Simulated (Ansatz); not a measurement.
## Structures of K2H: which is lowest?

Plane-wave DFT in Ansatz with scalar-relativistic PAW potentials, cutoff 420 eV, Γ-centred meshes chosen by cell and gap, Gaussian smearing with energies taken to zero width. Every cell was relaxed (cell and atoms) in a run of its own, within the symmetry of its start. Functional: PBE.

Relaxed structures (starts from databases or built by putting these elements on another compound's sites):
A. I4/mcm, 6 atoms in the computed cell, a = 7.521 Å, c = 7.286 Å; sites (symmetry × multiplicity) K m.2m × 8, H 422 × 4; start: built
B. P6/mmm, 3 atoms in the computed cell, a = 5.976 Å, c = 3.928 Å; sites (symmetry × multiplicity) K -6m2 × 2, H 6/mmm × 1; start: built
C. I4/mmm, 3 atoms in the computed cell, a = 3.719 Å, c = 14.923 Å; sites (symmetry × multiplicity) K 4mm × 4, H 4/mmm × 2; start: built

Problem. Rank them by energy. Could pressure change the order?

Solution.
```csv
structure,group,E − E(lowest) (meV/atom),V (Å³/atom),gap on mesh (eV)
C,I4/mmm,0.0,34.41,0.00
A,I4/mcm,77,34.34,0.00
B,P6/mmm,490,40.50,0.00
```

C is lowest, 77 meV/atom under A. The two lowest differ in volume by under 3 %, too little for a first-order estimate of what pressure does to that pair (other pairs aren't weighed here); with rigid cells even 3 % in favour of the higher one would need about 12 GPa. Other structures may lie lower than all of these, and vibrations aren't counted.